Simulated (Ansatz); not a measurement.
**Structure optimisation: arsenic, dhcp**

All numbers below come from Ansatz 0.2.0, DFT, LDA (PW92), plane waves (420 eV) with PAW, scalar-relativistic. (PAW data from PBE, frozen cores regenerated.)

k-point mesh 12×12×4, Fermi-Dirac smearing 0.1 eV, no spin polarisation. Cell and atoms relax.

Starting structure:

```yaml
crystal:
  lattice:
    - [2.9579811701, 0.0, 0.0]
    - [-1.478990585, 2.5616868372, 0.0]
    - [0.0, 0.0, 9.6607665014]
  atoms:
    - { symbol: As, position: [0.0, 0.0, 0.0] }
    - { symbol: As, position: [0.0, 0.0, 0.5] }
    - { symbol: As, position: [0.3333333333, 0.6666666667, 0.25] }
    - { symbol: As, position: [0.6666666667, 0.3333333333, 0.75] }
hamiltonian:
  xc: lda
  pseudopotentials:
    kind: paw
    azcp:
      As: "pseudopotentials/As.paw.azcp"
basis:
  ecutwfc: 420
  fft_grid_basis: typed
kpoints:
  mp_grid: { grid: [12, 12, 4], shift: [0, 0, 0] }
magnetization:
  spin_polarized: false
scf:
  occupations: { method: fermi_dirac, width: 0.1 }
relax:
  max_steps: 60
  f_tol: 0.01
  cell: {}
```

Q: The pressure at the start is -1.0 GPa. By how much does the volume change?

A: From 18.30 to 18.12 Å³ per atom, -1.0 %. The final cell has a = 2.917 Å, c = 9.836 Å (c/a = 3.372).

Q: How much energy does the relaxation gain?

A: 3.3 meV per atom.
